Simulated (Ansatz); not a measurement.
## Rocksalt alloy of PbSe and PbTe (12 of 32 Se sites exchanged), 64 atoms

All numbers below come from DFT, r2SCAN, PAW, plane waves (Ansatz 0.2.0).

Input file:

```yaml
crystal:
  lattice:
    - [12.470560, 0.000000, 0.000000]
    - [0.000000, 12.470560, 0.000000]
    - [0.000000, 0.000000, 12.470560]
  atoms:
    - { symbol: Se, position: [0.249817, 0.000916, 0.000976] }
    - { symbol: Se, position: [0.252453, 0.000033, 0.499229] }
    - { symbol: Se, position: [0.251380, 0.499386, 0.500348] }
    - { symbol: Se, position: [0.750120, 0.000116, 0.000832] }
    - { symbol: Se, position: [0.749550, 0.000148, 0.499551] }
    - { symbol: Se, position: [0.749764, 0.500296, 0.500845] }
    - { symbol: Se, position: [0.999656, 0.249672, 0.001096] }
    - { symbol: Se, position: [0.998462, 0.751033, 0.000365] }
    - { symbol: Se, position: [0.501561, 0.249182, 0.499842] }
    - { symbol: Se, position: [0.501652, 0.750120, 0.499914] }
    - { symbol: Se, position: [0.999656, 0.000483, 0.249297] }
    - { symbol: Se, position: [0.999265, 0.500211, 0.750520] }
    - { symbol: Se, position: [0.500738, 0.000040, 0.250795] }
    - { symbol: Se, position: [0.501631, 0.000205, 0.748947] }
    - { symbol: Se, position: [0.500858, 0.500082, 0.747507] }
    - { symbol: Se, position: [0.250463, 0.247964, 0.250889] }
    - { symbol: Se, position: [0.750533, 0.248687, 0.250690] }
    - { symbol: Se, position: [0.750012, 0.250369, 0.749574] }
    - { symbol: Se, position: [0.749980, 0.751404, 0.250694] }
    - { symbol: Se, position: [0.749566, 0.750472, 0.749524] }
    - { symbol: Te, position: [0.249897, 0.500471, 0.999934] }
    - { symbol: Te, position: [0.749971, 0.499963, 0.000448] }
    - { symbol: Te, position: [0.001072, 0.250028, 0.500838] }
    - { symbol: Te, position: [0.000915, 0.750127, 0.500521] }
    - { symbol: Te, position: [0.500069, 0.250480, 0.999731] }
    - { symbol: Te, position: [0.499225, 0.750790, 0.999433] }
    - { symbol: Te, position: [0.000856, 0.000196, 0.749805] }
    - { symbol: Te, position: [0.999990, 0.500351, 0.250570] }
    - { symbol: Te, position: [0.500233, 0.499655, 0.249079] }
    - { symbol: Te, position: [0.250242, 0.250280, 0.750592] }
    - { symbol: Te, position: [0.249880, 0.749010, 0.250129] }
    - { symbol: Te, position: [0.249834, 0.750225, 0.750050] }
    - { symbol: Pb, position: [0.000478, 0.999217, 0.004701] }
    - { symbol: Pb, position: [0.002681, 0.999899, 0.493084] }
    - { symbol: Pb, position: [0.000408, 0.500355, 0.993716] }
    - { symbol: Pb, position: [0.001812, 0.499999, 0.507556] }
    - { symbol: Pb, position: [0.499338, 0.000438, 0.999314] }
    - { symbol: Pb, position: [0.500538, 0.999652, 0.500055] }
    - { symbol: Pb, position: [0.499411, 0.501043, 0.990095] }
    - { symbol: Pb, position: [0.500372, 0.499681, 0.505015] }
    - { symbol: Pb, position: [0.242732, 0.243544, 0.007902] }
    - { symbol: Pb, position: [0.258075, 0.248349, 0.493954] }
    - { symbol: Pb, position: [0.241554, 0.758390, 0.000728] }
    - { symbol: Pb, position: [0.258083, 0.749239, 0.499137] }
    - { symbol: Pb, position: [0.756252, 0.242655, 0.001986] }
    - { symbol: Pb, position: [0.745361, 0.249099, 0.500160] }
    - { symbol: Pb, position: [0.754986, 0.757065, 0.999566] }
    - { symbol: Pb, position: [0.745271, 0.751088, 0.499639] }
    - { symbol: Pb, position: [0.251157, 0.004743, 0.250284] }
    - { symbol: Pb, position: [0.258082, 0.000543, 0.747885] }
    - { symbol: Pb, position: [0.250415, 0.490419, 0.257409] }
    - { symbol: Pb, position: [0.251626, 0.499722, 0.742407] }
    - { symbol: Pb, position: [0.749801, 0.000416, 0.250512] }
    - { symbol: Pb, position: [0.744577, 0.000537, 0.748131] }
    - { symbol: Pb, position: [0.750061, 0.498975, 0.258384] }
    - { symbol: Pb, position: [0.749801, 0.500048, 0.743583] }
    - { symbol: Pb, position: [0.999730, 0.243829, 0.244811] }
    - { symbol: Pb, position: [0.992445, 0.256299, 0.758100] }
    - { symbol: Pb, position: [0.992489, 0.756746, 0.243417] }
    - { symbol: Pb, position: [0.991494, 0.743376, 0.757430] }
    - { symbol: Pb, position: [0.503417, 0.242995, 0.255905] }
    - { symbol: Pb, position: [0.507914, 0.249776, 0.743511] }
    - { symbol: Pb, position: [0.507085, 0.756168, 0.255297] }
    - { symbol: Pb, position: [0.507337, 0.749500, 0.743217] }
  symmetry: { detect: false }
kpoints:
  mp_grid: { grid: [1, 1, 1], shift: [0.25, 0.25, 0.25] }
hamiltonian:
  xc: r2scan
scf:
  occupations: { method: fermi_dirac, width: 0.01 }
output:
  forces: true
  eigenvalues: true
  populations: true
  eigenstates: { kpoints: [[0.25, 0.25, 0.25]], e_range: [-6.0, 6.0], localisation: true }
```

Started with:

```sh
ansatz run in.yaml --threads 4 --pin off --max-ram 61750MiB --runs-dir r --events-out ev --progress --plain --backend cuda --devices 0, --max-vram 37GiB
```

Output (machine lines and repeated set-up lines are left out; […] marks rows cut from tables):

```
Pseudopotentials: kind: paw
Functional definition: r2SCAN
  parameter k0 = 0.174
  parameter k1 = 0.065
  parameter a1 = 4.9479
  exchange = r2scan_x(k0 = k0, k1 = k1, a1 = a1)
  correlation = r2scan_c
Crystal: 64 atoms, lattice volume = 1939.357 Å³
Basis set: ecut = 500 eV, 49173 PW (Γ), exchange–correlation on 384×384×384 points (64 copies of the dense FFT grid, shifted against one another)
Bands: 576, of which v1, the nominal top of the filled ones, is band 480 counted from 1 (479 counted from 0)
Symmetry: 1 space group operations
k-points: 1
Non-local potential: Se, projectors of the file, l = 0: 2, l = 1: 2, l = 2: 3, l = 3: 1
Non-local potential: Te, projectors of the file, l = 0: 2, l = 1: 2, l = 2: 2, l = 3: 2
Non-local potential: Pb, projectors of the file, l = 0: 2, l = 1: 2, l = 2: 2, l = 3: 2
PAW form: soft (Blöchl's): semilocal exchange-correlation on the pseudo side does not see the compensation charge
PAW frozen core: Se, regenerated for the run's functional (the file was generated under x = pbe(κ = 0.804, μ = 0.2195149727645171), c = pbe(β = 0.06672455060314922))
PAW frozen core: Te, regenerated for the run's functional (the file was generated under x = pbe(κ = 0.804, μ = 0.2195149727645171), c = pbe(β = 0.06672455060314922))
PAW frozen core: Pb, regenerated for the run's functional (the file was generated under x = pbe(κ = 0.804, μ = 0.2195149727645171), c = pbe(β = 0.06672455060314922))
PAW one-centre angular grid: Se, 590 points (default); XC on 160 Gauss nodes
PAW one-centre angular grid: Te, 590 points (default); XC on 160 Gauss nodes
PAW one-centre angular grid: Pb, 590 points (default); XC on 160 Gauss nodes
Initial density: superposition of atomic densities (neutral atoms: chi_scale 0, normalization atom), corrected by the library's trained network
Initial wavefunctions: pseudopotential atomic-orbital guess
Functional: x = r2scan, c = r2scan; τ floored in thin density (d = 2e-4 eV/Å³)
SCF iter   1: F=—  HF=-575005.598581 eV  |F-HF|=—  |Δ(HF+E_count)|=         —  Δρ=5.75e-3  dr2=6.77e-1  dr2_τ=8.00e-2  ethr=1.77e-3  ⟨swp⟩=7.0  Hψ=2338  notcnv=0
preconditioner: auto → Resta (q_TF=auto, 2.427 Å⁻¹)  ε∞=3.0  [insulator: Δε(μ)=1.433 eV  Ē_g=15.103 eV  σ=0.010 eV  W_gap=1.00  n_scr=460 (ndim 8)  ℏωp=21.3 eV  f_vac=0.016  D(μ)=0.00/eV (n_scr^D=0)  ε∞_Penn≈3.0]
SCF iter   2: F=—  HF=-575005.649977 eV  |F-HF|=—  |Δ(HF+E_count)|=   5.14e-2  Δρ=2.35e-3  dr2=1.19e-1  dr2_τ=4.94e-3  ethr=7.06e-5  ⟨swp⟩=3.0  Hψ=996  notcnv=0  defer=89
SCF iter   3: F=—  HF=-575005.645523 eV  |F-HF|=—  |Δ(HF+E_count)|=   4.45e-3  Δρ=7.14e-4  dr2=1.31e-2  dr2_τ=3.69e-4  ethr=1.24e-5  ⟨swp⟩=3.0  Hψ=939  notcnv=0  defer=89
SCF iter   4: F=—  HF=-575005.650791 eV  |F-HF|=—  |Δ(HF+E_count)|=   5.27e-3  Δρ=2.84e-4  dr2=1.22e-3  dr2_τ=6.65e-5  ethr=1.36e-6  ⟨swp⟩=2.0  Hψ=969  notcnv=0  defer=89
SCF iter   5: F=—  HF=-575005.645229 eV  |F-HF|=—  |Δ(HF+E_count)|=   5.56e-3  Δρ=8.24e-5  dr2=1.29e-4  dr2_τ=3.82e-6  ethr=1.27e-7  ⟨swp⟩=2.0  Hψ=967  notcnv=0  defer=89
SCF iter   6: F=—  HF=-575005.648946 eV  |F-HF|=—  |Δ(HF+E_count)|=   3.72e-3  Δρ=2.01e-5  dr2=1.88e-5  dr2_τ=5.03e-7  ethr=1.34e-8  ⟨swp⟩=2.0  Hψ=949  notcnv=0  defer=89
SCF iter   7: F=—  HF=-575005.648946 eV  |F-HF|=—  |Δ(HF+E_count)|=   1.58e-7  Δρ=5.95e-6  dr2=8.60e-7  dr2_τ=5.05e-8  ethr=1.96e-9  ⟨swp⟩=2.0  Hψ=946  notcnv=0  defer=89
SCF iter   8: F=—  HF=-575005.648946 eV  |F-HF|=—  |Δ(HF+E_count)|=   4.67e-7  Δρ=2.31e-6  dr2=1.29e-7  dr2_τ=3.27e-9  ethr=1.04e-11  ⟨swp⟩=12.0  Hψ=3389  notcnv=0
SCF iter   9: F=-575005.648946 eV  HF=-575005.648946 eV  |F-HF|=1.93e-8  |Δ(HF+E_count)|=   2.75e-8  Δρ=8.05e-7  dr2=3.26e-8  dr2_τ=6.77e-10  ethr=1.04e-11  ⟨swp⟩=5.0  Hψ=2028  notcnv=0
SCF 1 converged in 9 iterations: F = -575005.648946 eV  dr2 = 3.26e-8
  greatest PAW one-centre occupation: 1.000 electrons in one spin orbital (limit 2), on the Se atom at site 9 (counted from 0), in its partial waves of l = 2
NSCF: frozen V_eff on 1 k-points
SCF converged after 9 iterations
Free energy (F): -575005.648946 eV
Harris-Foulkes:  -575005.648946 eV  (|F-HF|=1.93e-8)
Internal energy: -575005.648946 eV  (E = F + TS)
E sigma→0 (E₀):  -575005.648946 eV
Fermi energy:    9.407301 eV
--- Per-component energies (eV) ---
  E_band       = -12877.942254
  E_kinetic    = 13739.178811
  E_local      = -99337.191169  (includes V_loc(G=0)·N_el)
  E_nonlocal   = -4405.673137
  E_hartree    = 48082.927165
  E_xc         = -10043.743757
  E_vxc        = -8129.158226  (∫ρ·V_xc dr)
  E_paw        = -428549.041744  (= ΣΔE_a)
  E_vpaw       = -11432.081097  (= ΣTr[D̂ρ^β])
  E_aug_tail   = -0.003949  (compensation charges beyond the density's cutoff)
  E_vtau       = 521.138908  (kinetic-family band-sum trace: ∫τ·v_τ [+ j·A + Jᵃ·Aᵃ] dr)
  E_ewald      = -94491.120105
  E_core_change = -0.981062  (= ΣΔE_core)
  E_smearing   = -0.000000  (= −TS)
  E_closure    = 0.000000  (closes the sum)
  Σ components = -575005.648946   (vs F -575005.648946, Δ=0.00e0)
--- Forces (eV/Å), atoms counted from 1 ---
  atom   1  Se    -0.00113658     0.00436543     0.00332110
  atom   2  Se     0.00070566     0.00716412    -0.00467845
  atom   3  Se     0.01106414    -0.00412754     0.00124302
  atom   4  Se     0.00732091    -0.00130248    -0.00665185
  atom   5  Se    -0.00232437     0.00386870     0.00499358
  atom   6  Se    -0.01114578    -0.00560060     0.01471749
  atom   7  Se    -0.00791198    -0.01435511     0.00740902
  atom   8  Se    -0.00586186     0.01073066     0.00252805
  atom   9  Se     0.00076676    -0.00229492    -0.00237935
  atom  10  Se     0.00734271     0.00418283     0.00016547
  atom  11  Se     0.00279048     0.00577827    -0.00682262
  atom  12  Se    -0.00403834    -0.00238560    -0.00088528
  atom  13  Se     0.00265715     0.00459110     0.00062064
  atom  14  Se     0.00426744    -0.00159626    -0.00247997
  atom  15  Se     0.01530146     0.00559314    -0.01488757
  atom  16  Se     0.00196724    -0.01850009     0.00653791
  atom  17  Se     0.00166060    -0.00562496     0.00526845
  atom  18  Se    -0.00696103    -0.00790468     0.00025590
  atom  19  Se    -0.00302733     0.00561908     0.00196161
  atom  20  Se    -0.00676203     0.00542922    -0.00135435
  atom  21  Te    -0.01899821    -0.00272902    -0.00159233
  atom  22  Te     0.01169856     0.00449064    -0.00334224
  atom  23  Te    -0.00285918    -0.00293373    -0.00091818
  atom  24  Te    -0.00879774    -0.00494960    -0.00529754
  atom  25  Te    -0.00132983    -0.01789565     0.00519862
  atom  26  Te     0.00506216     0.01620364     0.00039164
  atom  27  Te    -0.00843622    -0.00273400     0.00163171
  atom  28  Te    -0.00081714    -0.00989336    -0.00234686
  atom  29  Te     0.01011824     0.00060954     0.00585530
  atom  30  Te     0.00649582    -0.00335630    -0.00165831
  atom  31  Te     0.00402519     0.01045416     0.00513070
  atom  32  Te     0.00530265     0.00016742    -0.00731657
  atom  33  Pb    -0.00404261     0.00994711    -0.00032487
  atom  34  Pb     0.00172312    -0.00061402     0.00570997
  atom  35  Pb     0.00286783     0.00227930    -0.00379541
  atom  36  Pb    -0.00332121     0.00498637     0.00486438
  atom  37  Pb    -0.00590620     0.00002399    -0.00198749
  atom  38  Pb     0.00087137    -0.00867271    -0.00617048
  atom  39  Pb     0.00466328    -0.01743577    -0.01537389
  atom  40  Pb    -0.00462801     0.00072231     0.00961184
  atom  41  Pb     0.00568756    -0.01620272     0.00753373
  atom  42  Pb    -0.00324212    -0.00612933    -0.00808458
  atom  43  Pb    -0.00533648     0.00541495    -0.00594258
  atom  44  Pb    -0.00043165     0.00571292     0.00106707
  atom  45  Pb     0.00702724    -0.00525311    -0.00028629
  atom  46  Pb     0.00275302    -0.00043074    -0.00648508
  atom  47  Pb    -0.00408561     0.00527596     0.00857003
  atom  48  Pb     0.00200484     0.00602971    -0.00815701
  atom  49  Pb     0.00960568     0.00022015    -0.00316011
  atom  50  Pb     0.00650678    -0.00395945    -0.00023472
  atom  51  Pb    -0.00348824     0.01046851     0.01743589
  atom  52  Pb     0.00032562     0.00088822    -0.00136811
  atom  53  Pb    -0.01120795     0.00021553     0.01037360
  atom  54  Pb     0.00112045     0.00432356     0.00536708
  atom  55  Pb    -0.00013901    -0.00244308     0.00523617
  atom  56  Pb    -0.00219050    -0.00457259    -0.01389185
  atom  57  Pb    -0.01119950     0.00590594    -0.01494119
  atom  58  Pb    -0.01544163     0.00457663     0.00392067
  atom  59  Pb    -0.01729065     0.00308795    -0.00221271
  atom  60  Pb    -0.00550369     0.00555431    -0.00033872
  atom  61  Pb     0.00071571    -0.00885924    -0.00292233
  atom  62  Pb     0.00840330     0.00562305     0.00569568
  atom  63  Pb     0.01504066     0.01073678     0.00433021
  atom  64  Pb     0.01988971     0.00150256     0.00138595
  max |Σ_I F_I| component: 1.09e-4 eV/Å
--- Band table (eV) ---
  k-point 0: bands = ["-39.1977", "-39.1956", "-39.1917", "-39.1871", "-39.1854", "-39.1791", "-39.1760", "-39.1738", "-39.1721", "-39.1704", "-39.1645", "-39.1613", "-39.1599", "-39.1574", "-39.1565", "-39.1546", "-39.1515", "-39.1501", "-39.1493", "-39.1491", "-39.1484", "-39.1482", "-39.1458", "-39.1446", "-39.1442", "-39.1438", "-39.1434", "-39.1433", "-39.1424", "-39.1406", "-39.1391", "-39.1 …
--- Löwdin populations: 64 sites ---
  site symbol       q [e]
     0     Se     16.4520
     1     Se     16.4629
     2     Se     16.4490
     3     Se     16.4569
     4     Se     16.4687
     5     Se     16.4557
     6     Se     16.4351
     7     Se     16.4306
     8     Se     16.4371
     9     Se     16.4372
    10     Se     16.4409
    11     Se     16.4373
    12     Se     16.4521
    13     Se     16.4521
    14     Se     16.4464
    15     Se     16.4371
    16     Se     16.4597
    17     Se     16.4512
    18     Se     16.4528
    19     Se     16.4488
    20     Te     16.2050
    21     Te     16.2090
    22     Te     16.1985
    23     Te     16.1991
    24     Te     16.1990
    25     Te     16.1958
    26     Te     16.2208
    27     Te     16.2005
    28     Te     16.2033
    29     Te     16.2027
    30     Te     16.2009
    31     Te     16.1865
    32     Pb     13.5286
    33     Pb     13.6251
    34     Pb     13.6257
    35     Pb     13.6258
    36     Pb     13.5778
    37     Pb     13.4806
    38     Pb     13.7254
    39     Pb     13.5266
    40     Pb     13.6178
    41     Pb     13.5731
    42     Pb     13.6714
    43     Pb     13.6257
    44     Pb     13.5715
    45     Pb     13.5265
    46     Pb     13.5722
    47     Pb     13.5265
    48     Pb     13.5276
    49     Pb     13.6261
    50     Pb     13.6717
    51     Pb     13.6265
    52     Pb     13.4806
    53     Pb     13.5253
    54     Pb     13.6243
    55     Pb     13.5266
    56     Pb     13.5725
    57     Pb     13.6172
    58     Pb     13.6177
    59     Pb     13.6167
    60     Pb     13.5726
    61     Pb     13.5718
    62     Pb     13.6179
    63     Pb     13.5712
  spilling = 0.001926 (of n_electrons = 960.000000)
```

Absolute energies hang on the potentials; compare differences alone.

Time: 21 s of wall time on one NVIDIA H100 with 4 processor threads, on a host shared with other runs; peak host memory 4.7 GiB.
